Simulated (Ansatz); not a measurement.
The relaxed structure here is a generated cell of ZnO: the first start was made by placing the elements on the sites of a structure type, and the end was not matched to a known phase here, so it may be hypothetical. Known forms of ZnO include space group No. 186.

A structure of ZnO relaxed with PBEsol (plane waves to 420 eV, PAW, scalar-relativistic; Ansatz, a program for electronic structure); single points at other levels follow on the same geometry (Ansatz, PAW; HSE06 at 420 eV on a 8×8×8 k-mesh; no spin-orbit coupling). Space group R3m (No. 160).

```xyz
6
Lattice="1.6124 0.9309 7.8434 -1.6124 0.9309 7.8434 0.0000 -1.8618 7.8434" Properties=species:S:1:pos:R:3 pbc="T T T"
O      0.0000     0.0000    23.5223
O      0.0000     0.0000     5.2226
O      0.0000     0.0000    18.2967
Zn     0.0000     0.0000     1.9683
Zn     0.0000     0.0000     7.1948
Zn     0.0000     0.0000    20.2685
```

```json
[
 {"level": "PBEsol", "gap (eV)": "0.67", "kind": "direct", "conduction minimum": "Γ"},
 {"level": "HSE06", "gap (eV)": "[?]", "kind": "–", "conduction minimum": "[?]"}
]
```

### Question
What belongs in the gaps?

### Answer

- HSE06, gap (eV): 2.49
- HSE06, conduction minimum: Γ

No spin polarisation in the result.

The run could not lose the symmetry of its start, so the end can be a saddle point.
